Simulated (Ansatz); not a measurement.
Ansatz input file:

```yaml
crystal:
  lattice:
    - [4.0705671671, 0.0, 0.0]
    - [-2.0352835835, 3.5252145745, 0.0]
    - [0.0, 0.0, 3.3055903981]
  atoms:
    - { symbol: Al, position: [0.0, 0.0, 0.0] }
    - { symbol: Sn, position: [0.33333333, 0.66666667, 0.5] }
basis:
  ecutwfc: 420
kpoints:
  mp_grid: { grid: [12, 12, 12] }
hamiltonian:
  xc: pbesol
scf:
  occupations: { method: gaussian, width: 0.1 }
output:
  forces: true
  stress: true
  eigenvalues: true
```

Launched with
```bash
ansatz run input.yaml --threads 1 --pin off --max-ram 1331MiB --backend cpu --events-out ev --progress --plain --runs-dir out
```

Method: DFT PBEsol, scalar-relativistic, plane waves, PAW (Ansatz).

From the run's log, abridged:

```
Pseudopotentials: kind: paw
Pseudopotential: Al, paw, valence charge 3, recommended cutoff 420 eV (normal)
Pseudopotential: Sn, paw, valence charge 14, recommended cutoff 420 eV (normal)
Functional definition: PBEsol
Crystal: 2 atoms, lattice volume = 47.434 Å³
Basis set: ecut = 420 eV, 911 PW (Γ), exchange–correlation on 60×60×48 points (8 copies of the dense FFT grid, shifted against one another)
Bands: 13, of which v1, the nominal top of the filled ones, is band 9 counted from 1 (8 counted from 0)
Symmetry: 12 space group operations
Space group: P-6m2 (ITA 187), of the structure as read, at distance tolerance 3.6e-5 Å
k-points: 133 of 1728 (time reversal used)
Initial density: superposition of atomic densities (neutral atoms: chi_scale 0, normalization atom), corrected by the library's trained network
Initial wavefunctions: pseudopotential atomic-orbital guess
Functional: x = pbesol(κ = 0.804, μ = 0.12345679), c = pbesol(β = 0.046)
SCF iter   1: F=—  HF=-6473.930311 eV  |F-HF|=—  |Δ(HF+E_count)|=         —  Δρ=2.36e-3  dr2=2.45e-3  ethr=1.77e-3  ⟨swp⟩=5.6  Hψ=10693  notcnv=0
SCF iter   2: F=—  HF=-6473.929079 eV  |F-HF|=—  |Δ(HF+E_count)|=   1.23e-3  Δρ=1.48e-3  dr2=9.61e-4  ethr=1.44e-5  ⟨swp⟩=1.2  Hψ=2819  notcnv=0
SCF iter   3: F=—  HF=-6473.928924 eV  |F-HF|=—  |Δ(HF+E_count)|=   1.54e-4  Δρ=7.09e-4  dr2=1.83e-4  ethr=5.65e-6  ⟨swp⟩=2.0  Hψ=2772  notcnv=0
SCF iter   4: F=—  HF=-6473.928827 eV  |F-HF|=—  |Δ(HF+E_count)|=   9.71e-5  Δρ=3.11e-4  dr2=2.75e-5  ethr=1.08e-6  ⟨swp⟩=2.0  Hψ=2371  notcnv=0
SCF iter   5: F=—  HF=-6473.928826 eV  |F-HF|=—  |Δ(HF+E_count)|=   6.87e-7  Δρ=1.06e-4  dr2=4.29e-6  ethr=1.62e-7  ⟨swp⟩=2.0  Hψ=2773  notcnv=0
SCF iter   6: F=—  HF=-6473.928824 eV  |F-HF|=—  |Δ(HF+E_count)|=   2.26e-6  Δρ=3.46e-5  dr2=4.52e-7  ethr=2.52e-8  ⟨swp⟩=2.0  Hψ=2338  notcnv=0
SCF iter   7: F=-6473.928824 eV  HF=-6473.928824 eV  |F-HF|=2.52e-8  |Δ(HF+E_count)|=   2.46e-7  Δρ=8.24e-6  dr2=2.02e-8  ethr=5.88e-10  ⟨swp⟩=6.7  Hψ=7670  notcnv=0
SCF 1 converged in 7 iterations: F = -6473.928824 eV  dr2 = 2.02e-8
SCF converged after 7 iterations
Free energy (F): -6473.928824 eV
Harris-Foulkes:  -6473.928824 eV  (|F-HF|=2.52e-8)
Internal energy: -6473.923432 eV  (E = F + TS)
E sigma→0 (E₀):  -6473.926128 eV
Entropy (-TS):   -0.005392 eV (-2.696 meV/atom)
Fermi energy:    8.415722 eV
--- Per-component energies (eV) ---
  E_band       = -98.433518
  E_kinetic    = 209.308274
  E_local      = -1098.237416  (includes V_loc(G=0)·N_el)
  E_nonlocal   = -19.659945
  E_hartree    = 647.227280
  E_xc         = -418.207624
  E_vxc        = -125.551821  (∫ρ·V_xc dr)
  E_paw        = -4520.024411  (= ΣΔE_a)
  E_vpaw       = -358.753414  (= ΣTr[D̂ρ^β])
  E_aug_tail   = -0.000003  (compensation charges beyond the density's cutoff)
  E_ewald      = -1274.633566
  E_core_change = 0.303979  (= ΣΔE_core)
  E_smearing   = -0.005392  (= −TS)
--- Forces (eV/Å), atoms counted from 1 ---
  atom   1  Al     0.00000000     0.00000000     0.00000000
  atom   2  Sn     0.00000000     0.00000000     0.00000000
--- Stress (GPa, compression-positive) ---
        1.706147       0.000000       0.000000
        0.000000       1.706147       0.000000
        0.000000       0.000000      -0.084492
  P = ⅓ Tr σ = 1.1093 GPa (11.093 kbar)
--- Band table (eV; the first three rows and the last of 133) ---
  k-point 0: bands = ["-12.8254", "-12.7038", "-12.7038", "-12.6937", "-12.6937", "-2.3311", "8.5008", "8.5008", "9.8825", "10.7107", "11.8699", "11.8699", "13.3953"]
  k-point 1: bands = ["-12.8133", "-12.7033", "-12.7033", "-12.6981", "-12.6981", "-2.2336", "8.6042", "8.6042", "9.3500", "10.1645", "11.9466", "11.9466", "14.3950"]
  k-point 2: bands = ["-12.7800", "-12.7107", "-12.7107", "-12.7015", "-12.7015", "-1.9409", "7.5875", "8.9112", "8.9112", "10.3488", "12.1707", "12.1707", "14.9323"]
  k-point 132: bands = ["-12.7755", "-12.7717", "-12.6851", "-12.6788", "-12.6245", "3.0528", "4.6897", "5.2122", "5.9353", "7.3863", "8.4895", "16.6806", "17.2416"]
```

The run converged.